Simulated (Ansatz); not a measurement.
Relaxed-ion elastic tensor of BiRh (NiAs type, P6_3/mmc) in GPa (Voigt order), plane-wave PAW LDA (Ansatz code); density 12.85 g/cm³, 20.15 Å³ per atom.

```json
[
 {"": "1", "1": "188", "2": "124", "3": "106", "4": "0.0", "5": "0.0", "6": "0.0"},
 {"": "2", "1": "124", "2": "188", "3": "106", "4": "0.0", "5": "0.0", "6": "0.0"},
 {"": "3", "1": "106", "2": "106", "3": "237", "4": "0.0", "5": "0.0", "6": "0.0"},
 {"": "4", "1": "0.0", "2": "0.0", "3": "0.0", "4": "69.8", "5": "0.0", "6": "0.0"},
 {"": "5", "1": "0.0", "2": "0.0", "3": "0.0", "4": "0.0", "5": "69.8", "6": "0.0"},
 {"": "6", "1": "0.0", "2": "0.0", "3": "0.0", "4": "0.0", "5": "0.0", "6": "31.9"}
]
```

### Question
Is the crystal mechanically stable?

### Answer
Yes: the smallest eigenvalue of C is 31.9 GPa.

### Question
Work out the Voigt, Reuss and Hill averages.

### Answer
K_V = 143, K_R = 142, K_H = 142; G_V = 52.8, G_R = 46.3, G_H = 49.5 GPa.

### Question
Give Young's modulus, Poisson's ratio, Pugh's ratio and the universal anisotropy index.

### Answer
E = 9KG/(3K + G) = 133 GPa; ν = 0.34; K/G = 2.87 (ductile by the Pugh limit of 1.75); A_U = 5G_V/G_R + K_V/K_R − 6 = 0.70.

### Question
Estimate the sound speeds and the Debye temperature.

### Answer
v_l = √((K + 4G/3)/ρ) = 4030 m/s, v_t = √(G/ρ) = 1960 m/s, mean 2210 m/s; Θ = (h/k)(3n/4πV)^(1/3) v_m = 241 K.

### Question
How much does each axis shrink under pressure?

### Answer
Linear compressibilities β_i = Σ_j S_ij (j = 1 to 3): x 2.5, y 2.5, z 2.0 per TPa.

The first step of the workflow began from a Materials Project structure, measured or hypothetical; the Crystallography Open Database files this formula in space group No. 194, but the cells were not matched. Whether it is the stable phase at ambient conditions was not checked. The LDA relaxation kept the symmetry of its start; whether a distortion lowers the energy is not shown. The run is not spin-polarised. As this level gives no gap, shear constants depend on the k-mesh and smearing (Fermi–Dirac, 0.1 eV here). Scalar-relativistic: spin–orbit coupling is off unless named, which matters more the heavier the elements.

Potentials: the later of the program's two PAW sets.
